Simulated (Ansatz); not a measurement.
**Step by step: ScZn, relaxation of cell and atoms**

Level of theory: DFT, r2SCAN, PAW with Ansatz's default frozen-core files, scalar-relativistic (Ansatz 0.2.0).

Command: `ansatz run input.yaml --threads 1 --pin off --max-ram 2048MiB --backend cpu --events-out ev --progress --plain --runs-dir out` The run took 64 s on 1 thread of Intel(R) Xeon(R) Processor @ 2.50GHz (Skylake/Cascade Lake), on a shared host, peak memory 0.44 GiB.

```yaml
crystal:
  lattice:
    - [3.2613326396, 0.0, 0.0]
    - [0.0, 3.2613326396, 0.0]
    - [0.0, 0.0, 3.2613326396]
  atoms:
    - { symbol: Sc, position: [0.0, 0.0, 0.0] }
    - { symbol: Zn, position: [0.5, 0.5, 0.5] }
kpoints:
  mp_grid: { grid: [11, 11, 11] }
scf:
  occupations: { method: fermi_dirac, width: 0.05 }
hamiltonian:
  xc: r2scan
  pseudopotentials: { kind: paw }
output:
  forces: true
  stress: true
relax:
  f_tol: 0.005
  max_steps: 80
  cell: {}
```

Spin polarisation is left out, and whether a magnetic state lies lower isn't shown here.

The cell is built from the CsCl type as a first guess.

The cutoff is 500 eV; energies and pressures of the walk include the program's estimate of the Pulay term. The PAW files were made with PBE; their cores are remade for this functional.

Each frame lists the cell vectors (Å), then Cartesian positions (Å); symmetry keeps all forces zero. Free energies count from the first step, -5467.0646 eV.

The walk took 5 evaluations in all; steps that aren't listed are left out.

Step 1: E = 0.0 meV, P = 5.88 GPa

```
cell 3.2613 0.0000 0.0000 0.0000 3.2613 0.0000 0.0000 0.0000 3.2613
Sc    0.0000    0.0000    0.0000
Zn    1.6307    1.6307    1.6307
```

Step 2: E = -19.2 meV, P = -3.31 GPa

```
cell 3.3791 0.0000 0.0000 0.0000 3.3791 0.0000 0.0000 0.0000 3.3791
Sc    0.0000    0.0000    0.0000
Zn    1.6895    1.6895    1.6895
```

Step 3: E = -37.6 meV, P = -0.35 GPa

```
cell 3.3347 0.0000 0.0000 0.0000 3.3347 0.0000 0.0000 0.0000 3.3347
Sc    0.0000    0.0000    0.0000
Zn    1.6674    1.6674    1.6674
```

How does the relaxation end?

It converges, with a = 3.330 Å, b = 3.330 Å, c = 3.330 Å, α = 90.00°, β = 90.00°, γ = 90.00° (conventional cell, space group Pm-3m). The last solve (on a basis chosen afresh for the final cell, so its energy is not quite comparable) gives E = -39.1 meV, P = 0.02 GPa:
```
cell 3.3301 0.0000 0.0000 0.0000 3.3301 0.0000 0.0000 0.0000 3.3301
Sc    0.0000    0.0000    0.0000
Zn    1.6651    1.6651    1.6651
```
